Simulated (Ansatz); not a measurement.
# PtCl4 single point

The input, for Ansatz 0.2.0 (plane waves, PAW):

```yaml
crystal:
  lattice:
    - [-4.098847, 4.098847, 3.660436]
    - [4.098847, -4.098847, 3.660436]
    - [4.098847, 4.098847, -3.660436]
  atoms:
    - { symbol: Cl, position: [0.352, 0.795, 0.557] }
    - { symbol: Cl, position: [0.795, 0.738, 0.443] }
    - { symbol: Cl, position: [0.738, 0.795, 0.943] }
    - { symbol: Cl, position: [0.795, 0.352, 0.057] }
    - { symbol: Cl, position: [0.648, 0.205, 0.443] }
    - { symbol: Cl, position: [0.205, 0.648, 0.943] }
    - { symbol: Cl, position: [0.262, 0.205, 0.057] }
    - { symbol: Cl, position: [0.205, 0.262, 0.557] }
    - { symbol: Pt, position: [0.125, 0.875, 0.25] }
    - { symbol: Pt, position: [0.875, 0.125, 0.75] }
  symmetry: { tolerance: 0.0003 }
kpoints:
  mp_grid: { grid: [5, 5, 5], shift: [0, 0, 0] }
  band_path:
    path:
      - [0.0, 0.0, 0.0]
      - [0.0, 0.0, 0.5]
      - [-0.5, 0.5, 0.5]
      - [0.0, 0.0, 0.0]
      - [0.44938029, 0.44938029, -0.44938029]
    npoints: 13
magnetization:
  spin_polarized: false
scf:
  occupations: { method: methfessel_paxton, width: 0.0626 }
  lower_state_search: "off"
  max_iter: 200
hamiltonian:
  pseudopotentials: { kind: paw }
  xc: r2scan
basis:
  ecutwfc: 500
  fft_grid_basis: typed
output:
  forces: true
  stress: true
  eigenvalues: true
  bader: true
  populations: true
  elf: true
  write_potential: true
  volumetric_format: npy
  dos:
    e_range: [-12, 8]
    de: 0.05
    projected: { site_lists: { Cl: [Cl], Pt: [Pt] } }
checkpoint:
  read: saved_state
```

The run starts from an earlier solution of this cell. 

Excerpt of what it printed:

```
Pseudopotentials: kind: paw
Pseudopotential: Cl, paw, valence charge 7, recommended cutoff 500 eV (meta_gga), Cl.paw.azcp
Pseudopotential: Pt, paw, valence charge 18, recommended cutoff 500 eV (meta_gga), Pt.paw.azcp
Functional definition: r2SCAN
  exchange = r2scan_x(k0 = k0, k1 = k1, a1 = a1)
  correlation = r2scan_c
Crystal: 10 atoms, lattice volume = 245.989 Å³
Basis set: ecut = 500 eV, 6257 PW (Γ), exchange–correlation on 200×200×200 points (64 copies of the dense FFT grid, shifted against one another)
Bands: 56, of which v1, the nominal top of the filled ones, is band 46 counted from 1 (45 counted from 0)
Symmetry: 16 space group operations
Space group: I41/amd (ITA 141), of the structure as read, at distance tolerance 1.9e-3 Å
k-points: 18 of 125
Initial density: read from a saved state, or passed on in memory by an earlier SCF of this step, an earlier step, the calling program or the single point that the run made first
Functional: x = r2scan, c = r2scan; τ floored in thin density (d = 2e-4 eV/Å³)
SCF iter   1: F=—  Δρ=8.97e-4  dr2=1.58e-3  dr2_τ=1.54e-3
SCF iter   2: F=—  S|Δr|=    0.00e0  Δρ=4.32e-4  dr2=2.69e-4  dr2_τ=6.77e-5
SCF iter   3: F=—  S|Δr|=    0.00e0  Δρ=1.46e-4  dr2=1.29e-4  dr2_τ=3.30e-6
SCF iter   4: F=—  S|Δr|=    0.00e0  Δρ=9.08e-5  dr2=4.11e-5  dr2_τ=7.65e-7
SCF iter   5: F=—  S|Δr|=    0.00e0  Δρ=3.67e-5  dr2=6.85e-6  dr2_τ=1.14e-7
SCF iter   6: F=—  S|Δr|=    0.00e0  Δρ=1.02e-5  dr2=3.81e-7  dr2_τ=1.19e-8
SCF iter   7: F=-33740.9027 eV  S|Δr|=    0.00e0  Δρ=1.78e-6  dr2=5.90e-9  dr2_τ=9.01e-10
Free energy (F): -33740.9027 eV
Harris-Foulkes:  -33740.9027 eV  (|F-HF|=4.11e-9)
Internal energy: -33740.9023 eV  (E = F + TS)
E sigma→0 (E₀):  -33740.9026 eV
Entropy (-TS):   -0.0004 eV (-0.038 meV/atom)
Fermi energy:    3.4336 eV
Step filling:    the computed levels leave a gap of 0.0057 eV = 0.1 smearing widths at the electron count; against every level under it full and every level over it empty, smearing changes F+E_penalty+E_count by -1.644 meV and its σ→0 estimate by -1.548 meV
--- Per-component energies (eV) ---
  E_band       = -1109.0450
  E_kinetic    = 2521.1025
  E_local      = -8235.1411  (includes V_loc(G=0)·N_el)
  E_nonlocal   = 633.8103
  E_hartree    = 3072.3536
  E_xc         = -1311.3170
  E_vxc        = -1720.2323  (∫ρ·V_xc dr)
  E_paw        = -24287.1775  (= ΣΔE_a)
  E_vpaw       = -550.9273  (= ΣTr[D̂ρ^β])
  E_aug_tail   = 0.0006  (compensation charges beyond the density's cutoff)
  E_vtau       = 97.6338  (kinetic-family band-sum trace: ∫τ·v_τ [+ j·A + Jᵃ·Aᵃ] dr)
  E_ewald      = -6132.9795
  E_core_change = -1.5542  (= ΣΔE_core)
  E_smearing   = -0.0004  (= −TS)
--- Stress (GPa, compression-positive) ---
      -11.9930       0.0000       0.0000
        0.0000     -11.9930       0.0000
        0.0000       0.0000      -1.7718
  P = ⅓ Tr σ = -8.5859 GPa (-85.859 kbar)
--- Löwdin populations: 10 sites ---
  site symbol       q [e]
     0     Cl      7.1869
     1     Cl      7.1869
     2     Cl      7.1869
     3     Cl      7.1869
     4     Cl      7.1869
     5     Cl      7.1869
     6     Cl      7.1869
     7     Cl      7.1869
     8     Pt     17.0701
     9     Pt     17.0701
  spilling = 0.0040 (of n_electrons = 92.0000)
```

Total energies depend on the potentials used, so only differences within one code and one set of settings carry meaning.

Origin: a known structure type with other elements, at an estimated volume, so it need not be a known compound. Caveats: many states at the Fermi level without spin polarisation, so a magnetic state may lie lower.
